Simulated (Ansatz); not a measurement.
CdSe:
```cif
data_Cd4Se4
_chemical_formula_sum 'Cd4 Se4'
_space_group_name_H-M_alt 'P 1'
_space_group_IT_number 1
_cell_length_a 4.30094
_cell_length_b 4.30094
_cell_length_c 14.04362
_cell_angle_alpha 90.000
_cell_angle_beta 90.000
_cell_angle_gamma 120.000
loop_
_space_group_symop_operation_xyz
  'x, y, z'
loop_
_atom_site_label
_atom_site_type_symbol
_atom_site_fract_x
_atom_site_fract_y
_atom_site_fract_z
_atom_site_occupancy
Cd1 Cd 0.00000 0.00000 0.00030 1
Cd2 Cd 0.00000 0.00000 0.50030 1
Cd3 Cd 0.66667 0.33333 0.75019 1
Cd4 Cd 0.33333 0.66667 0.25019 1
Se1 Se 0.00000 0.00000 0.81271 1
Se2 Se 0.00000 0.00000 0.31271 1
Se3 Se 0.66667 0.33333 0.56243 1
Se4 Se 0.33333 0.66667 0.06243 1
```

Relaxed with PBEsol.

Task: Decompose the optical modes at the zone centre into irreducible representations, and say which are infrared and Raman allowed.

Result: Point group 6mm: Γ_opt = 3A1 + 4B1 + 3E1 + 4E2. Infrared: A1, E1. Raman: A1, E1, E2.

Task: Assign frequencies (DFPT, PBEsol in the plane-wave PAW code Ansatz; without the LO–TO term).

Result: E2 27, E2 28, E1 33, B1 83, B1 84, A1 122, A1 166, E1 168, E2 169, E2 171, E1 173, A1 184, B1 194, B1 194 cm⁻¹.

Subscripts of B labels follow the axes of the standard setting.

Space group P6_3mc. A made-up cell: these elements were put on the sites of a structure type. Its sites differ from those of the usual phase in this space group: another stacking or structure type. The PBEsol relaxation kept the symmetry of its start; whether a distortion lowers the energy is not shown.

Potentials: the later of the program's two PAW sets.
